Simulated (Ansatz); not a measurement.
Given:

Cs:
```cif
data_Cs4
_chemical_formula_sum 'Cs4'
_space_group_name_H-M_alt 'I41/amd :1'
_space_group_IT_number 141
_space_group_name_Hall 'I 4bw 2bw -1bw'
_cell_length_a 5.16136
_cell_length_b 5.16136
_cell_length_c 18.98022
_cell_angle_alpha 90.000
_cell_angle_beta 90.000
_cell_angle_gamma 90.000
loop_
_atom_site_label
_atom_site_type_symbol
_atom_site_symmetry_multiplicity
_atom_site_Wyckoff_symbol
_atom_site_fract_x
_atom_site_fract_y
_atom_site_fract_z
_atom_site_occupancy
Cs1 Cs 4 b 0.00000 0.00000 0.50000 1
```
(The calculation used a cell of 2 atoms; values per cell refer to that cell.)

This is the r²SCAN-relaxed structure.

Question: All from r²SCAN in the plane-wave PAW code Ansatz, unless another level is named. Estimate the density of states at the Fermi level.

Answer: 1.2 states/eV per atom (mean over ±0.08 eV).

Question: Predict the gap with spin–orbit coupling.

Answer: none (metallic).

Space group I4_1/amd. The first step of the workflow began from a Materials Project structure, measured or hypothetical; the Crystallography Open Database copy checked does not list it. It is not the phase usual at ambient conditions (space group No. 229). Symmetry was held in the r²SCAN relaxation; whether a distortion lowers the energy is not shown. Scalar-relativistic: spin–orbit coupling is off unless named, which matters more the heavier the elements.

Potentials: the earlier of the program's two PAW sets.
